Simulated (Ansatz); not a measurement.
# W: energy along a strain

W, Im-3m, a = 3.195 Å (as given, not relaxed at this level: -11.5 GPa). Ansatz: PBEsol, PAW, 420 eV, Γ-centred 20×20×20 mesh on 1 atom, Gaussian smearing 0.15 eV; no spin polarisation. Cell vectors (Å): -1.597 1.597 1.597; 1.597 -1.597 1.597; 1.597 1.597 -1.597. The cell is strained by x per cent times the pattern (0 0 0 0 1 0) in the order xx yy zz yz xz xy (engineering shears), with fractional coordinates held. y is the free energy over the start, V0 = 16.301 Å³/atom. Symmetry makes y even in x.

| x (%) | y (meV/atom) |
| --- | --- |
| -6.00 | ? |
| -3.00 | 6.04 |
| 0.00 | 0.00 |
| 0.75 | 0.38 |
| 1.50 | 1.52 |
| 2.25 | 3.41 |
| 3.75 | 9.41 |
| 4.50 | 13.50 |
| 5.25 | 18.34 |

Problem. Fit y = c2 x² + c4 x⁴ to the other rows, get the stiffness along the pattern, and predict the missing energy.

Solution. Least squares on the rows shown. y = 0.67335 x² − 0.00029732 x⁴. The clamped-ion stiffness p·C·p = 2 × 6.734 eV × 160.2 / 16.301 Å³ = 132 GPa, which is C55 in these axes (C44 of the cubic crystal) (second derivative at the start, which stands under stress). At x = -6.00 the fit asked for gives 23.86 meV/atom. The run gave 23.92 meV/atom, so the fit is 0.06 meV/atom too low, a small miss on the scale of the series.

Spin–orbit coupling is left out, which can shift energies with elements as heavy as these.